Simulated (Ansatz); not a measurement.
**Ta: strain energy, fitted**

Ta, Im-3m, a = 3.305 Å. Ansatz: r2SCAN, PAW, 500 eV, Γ-centred 16×16×16 mesh on 2 atoms, Gaussian smearing 0.10 eV; no spin polarisation. Series: uniaxial strain along a, with b, c and atoms relaxed; x is the strain in per cent. y is the free energy over the unstrained cell, V0 = 18.045 Å³/atom.

| x (%) | y (meV/atom) |
| --- | --- |
| -6.0 | ? |
| -4.0 | 13.47 |
| -2.0 | 3.35 |
| 0.0 | 0.00 |
| 2.0 | 2.81 |
| 4.0 | 11.72 |
| 6.0 | 26.39 |

Question: Fit y = c2 x² + c3 x³ to the other rows, turn c2 into a modulus, and predict the missing energy.

Answer: Least squares on the rows shown. y = 0.79433 x² − 0.010783 x³. In eV per unit strain² c2 is 7.943; this is Young's modulus along the axis (E = ½ Y V0 ε²): 2 × 7.943 × 160.2 / (18.045) = 141 GPa. The unstrained cell keeps some stress along the strain, worth a slope of -0.21 meV/atom per %, which the form leaves out. At x = -6.0 the fit asked for gives 30.93 meV/atom. The run gave 29.69 meV/atom, so the fit is 1.24 meV/atom too high, 4.2 % of the span of the series, against an rms of 0.20 meV/atom on the fitted rows. The row lies outside the fitted range. With a term in x⁴ added, a fit to the same known rows predicts 32.43 meV/atom, further off still.

Spin–orbit coupling is left out, which can shift energies with elements as heavy as these.